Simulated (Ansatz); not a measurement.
Before relaxation, H put above a Ta atom that lies 1.2 Å under the outermost one (Ta, Fm-3m (No. 225), (1 1 0) face):

```
Ta H
1.0
     2.95259    0.00000    0.00000
     0.00000    4.17559    0.00000
     0.00000    0.00000   26.38147
Ta H
6 1
Direct
  0.50000 0.50000 0.32220
  0.00000 0.00000 0.37816
  0.50000 0.50000 0.43411
  0.00000 0.00000 0.48948
  0.50000 0.50000 0.54941
  0.00000 0.00000 0.59566
  0.50000 0.50000 0.62598
```

All numbers below come from DFT PBEsol, scalar-relativistic, plane waves, PAW in Ansatz 0.2.0. Cutoff 420 eV; k points 10×7×1 on the computed 7-atom cell (Γ-centred); Gaussian smearing, width 0.10 eV; no spin polarisation. A dipole correction removes the field between periodic images along c.

Atoms 1, 2, 3 (counted from 1) are held. The cell is fixed. Force threshold 0.03 eV/Å.

```csv
step,E − E_final (eV),largest force (eV/Å)
1,0.060,0.624
2,0.065,0.574
3,0.001,0.123
4,0.000,0.019
5,0.000,0.019
```

(1) What is the final structure?

The end is the local minimum or symmetric point that this start leads to. The slab is only 7.4 Å thick, so the energy isn't converged with thickness.

Spin–orbit coupling is left out, which can shift energies with elements as heavy as these.

Results:

(1)
```
CELL_PARAMETERS angstrom
2.95259 0.00000 0.00000
0.00000 4.17559 0.00000
0.00000 0.00000 26.38147
ATOMIC_POSITIONS crystal
Ta 0.50000 0.50000 0.32220
Ta 0.00000 0.00000 0.37816
Ta 0.50000 0.50000 0.43411
Ta 0.00000 0.00000 0.49126
Ta 0.50000 0.50000 0.54887
Ta 0.00000 0.00000 0.59829
H 0.50000 0.50000 0.62181
```

The reference crystal is the fcc form of Ta, which isn't its usual structure.

Cost: 1 run of about 5.4 core-minutes, on Intel Xeon Processor @ 2.50GHz (Skylake/Cascade Lake) (shared hosts).